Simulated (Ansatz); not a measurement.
Bi2HSe3:
```cif
data_H3Bi6Se9
_chemical_formula_sum 'Se9 Bi6 H3'
_space_group_name_H-M_alt 'R3m :H'
_space_group_IT_number 160
_space_group_name_Hall 'R 3 -2"'
_cell_length_a 4.06075
_cell_length_b 4.06075
_cell_length_c 31.20314
_cell_angle_alpha 90.000
_cell_angle_beta 90.000
_cell_angle_gamma 120.000
loop_
_atom_site_label
_atom_site_type_symbol
_atom_site_symmetry_multiplicity
_atom_site_Wyckoff_symbol
_atom_site_fract_x
_atom_site_fract_y
_atom_site_fract_z
_atom_site_occupancy
Se1 Se 3 a 0.00000 0.00000 0.99900 1
Bi1 Bi 3 a 0.00000 0.00000 0.39516 1
Bi2 Bi 3 a 0.00000 0.00000 0.60131 1
Se2 Se 3 a 0.00000 0.00000 0.78726 1
Se3 Se 3 a 0.00000 0.00000 0.21482 1
H1 H 3 a 0.00000 0.00000 0.83678 1
```
(The calculation used a cell of 6 atoms; values per cell refer to that cell.)

Relaxed with PBE+D3(BJ).

**Question.** Which orbitals make up the states near the Fermi level in PBE+D3(BJ) (plane waves, PAW; program Ansatz)?

**Answer.** Within 0.5 eV of the Fermi level: Bi 6p 53 %, Se 4p 26 %, Se 4s 9 %, H 1s 8 %. Projections are on Löwdin-orthogonalised atomic valence shells; empty p or d shells of many metals are not among them.

**Question.** Tabulate the density of states.

**Answer.** States/eV per cell of 6 atoms, in 0.25 eV bins, energy from the Fermi level.

```csv
E (eV),total,Se 4p,Bi 6p,H 1s
-7.85,0.00,0.00,0.00,0.00
-7.60,0.00,0.00,0.00,0.00
-7.35,0.00,0.00,0.00,0.00
-7.10,0.00,0.00,0.00,0.00
-6.85,0.00,0.00,0.00,0.00
-6.60,1.74,0.93,0.37,0.37
-6.35,2.92,1.57,0.52,0.67
-6.10,1.45,0.77,0.19,0.35
-5.85,1.20,0.62,0.14,0.29
-5.60,2.21,1.18,0.63,0.24
-5.35,2.51,1.40,0.97,0.07
-5.10,1.74,0.99,0.67,0.03
-4.85,2.15,1.25,0.83,0.02
-4.60,3.54,2.13,1.27,0.02
-4.35,3.64,2.23,1.26,0.02
-4.10,3.33,2.06,1.09,0.02
-3.85,3.86,2.42,1.22,0.03
-3.60,4.55,2.92,1.40,0.03
-3.35,3.64,2.47,0.98,0.02
-3.10,4.46,3.14,1.09,0.03
-2.85,4.74,3.48,1.01,0.04
-2.60,4.52,3.54,0.75,0.03
-2.35,4.43,3.66,0.49,0.02
-2.10,5.36,4.68,0.35,0.03
-1.85,5.58,4.88,0.26,0.03
-1.60,3.12,2.61,0.17,0.02
-1.35,1.25,1.02,0.07,0.00
-1.10,0.05,0.04,0.00,0.00
-0.85,0.00,0.00,0.00,0.00
-0.60,0.61,0.17,0.31,0.06
-0.35,1.50,0.41,0.75,0.14
-0.10,2.11,0.58,1.07,0.18
0.15,1.98,0.51,1.04,0.15
0.40,1.71,0.36,1.03,0.09
0.65,2.06,0.58,1.23,0.04
0.90,4.06,1.10,2.52,0.06
1.15,4.96,1.35,3.22,0.04
1.40,4.23,1.39,2.52,0.03
1.65,1.23,0.40,0.71,0.02
1.90,2.22,0.68,1.28,0.07
2.15,4.54,1.50,2.50,0.15
2.40,3.79,1.34,2.08,0.08
2.65,5.42,1.99,2.93,0.09
2.90,2.96,1.10,1.40,0.11
3.15,3.29,1.04,1.24,0.18
3.40,3.50,0.97,1.03,0.23
3.65,2.77,0.74,0.71,0.20
3.90,1.16,0.24,0.15,0.13
4.15,1.58,0.32,0.19,0.20
4.40,2.38,0.43,0.23,0.31
4.65,2.40,0.37,0.18,0.30
```

The start of the workflow was typed in or built on a structure type; neither database checked (COD, Materials Project) lists it. Whether it is the stable phase at ambient conditions was not checked. The cell was relaxed with PBE+D3(BJ) under the symmetry of its start; its stability against distortions is not shown here. With an odd number of electrons in the cell and no spin polarisation, the count alone makes it a metal. Scalar-relativistic: spin–orbit coupling is off unless named, which matters more the heavier the elements.

Potentials: the later of the program's two PAW sets.
